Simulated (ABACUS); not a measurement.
Band structure of TiO₂ (I4_1/amd, 6 atoms in the cell; from Materials Project mp-390, lattice scaled a little).

```xyz
6
Lattice="-1.9304 1.9304 4.9070 1.9304 -1.9304 4.9070 1.9304 1.9304 -4.9070" Properties=species:S:1:pos:R:3 pbc="T T T"
Ti     0.0000     0.0000     0.0000
Ti     0.0000     1.9304     2.4535
O      0.0000     1.9304     4.4865
O      0.0000     0.0000     2.0330
O      0.0000     0.0000     7.7811
O      0.0000     1.9304     0.4205
```

Method: PBE, PseudoDojo 0.5 standard norm-conserving PBE (tails mended) pseudopotentials (plane waves; ABACUS).

Settings: KPT = Gamma 6 6 6 0 0 0; basis_type = pw; dft_functional = PBE; ecutwfc = 84 Ry; smearing_method = fd; smearing_sigma = 0.00146997 Ry; potentials = PseudoDojo 0.5 standard norm-conserving PBE (tails mended); symmetry = 1; symmetry_prec = 1e-05; nbands = 36; ks_solver = dav; scf_nmax = 100; scf_thr = 1.0e-09 Ry; mixing_type = pulay.

The structure comes from a collection of computed structures, made at another level of theory; the collection holds predicted forms beside known ones. Its lattice was then scaled.

Problem. Predict the gap along the standard path and the places of the band edges.

Solution. The gap along the path is 2.02 eV, from a point between Γ and X to Γ; the smallest direct gap on it is 2.33 eV.

Points are given in units of this cell's reciprocal vectors. Levels in eV from the top of the valence band on the SCF mesh, bands 21 to 28:
```tsv
point	21	22	23	24	25	26	27	28
Γ (0 0 0)	-0.79	-0.74	-0.35	-0.35	2.06	2.69	3.75	3.75
X (-0.5 0.5 0)	-1.88	-1.88	0.00	0.00	3.10	3.10	3.53	3.53
Y (-0.5 0.5 -0.077)	-1.73	-1.73	-0.03	-0.03	3.07	3.07	3.48	3.48
S (-0.289 0.289 -0.289)	-1.11	-0.86	-0.84	-0.74	3.05	3.27	3.33	3.34
Z (0.5 0.5 -0.5)	-1.21	-1.21	-0.09	-0.09	2.37	2.37	3.52	3.52
S1 (0.289 0.711 -0.711)	-1.11	-0.86	-0.84	-0.74	3.05	3.27	3.33	3.34
N (0 0.5 -0.5)	-1.74	-0.88	-0.78	-0.60	3.06	3.32	3.34	3.38
P (-0.25 0.75 -0.25)	-1.48	-1.48	-0.17	-0.17	3.31	3.31	3.34	3.34
Y1 (0.077 0.923 -0.5)	-1.73	-1.73	-0.03	-0.03	3.07	3.07	3.48	3.48
```

“Tails mended”: in these copies of the files the far tail of each local potential was reset to the Coulomb form.
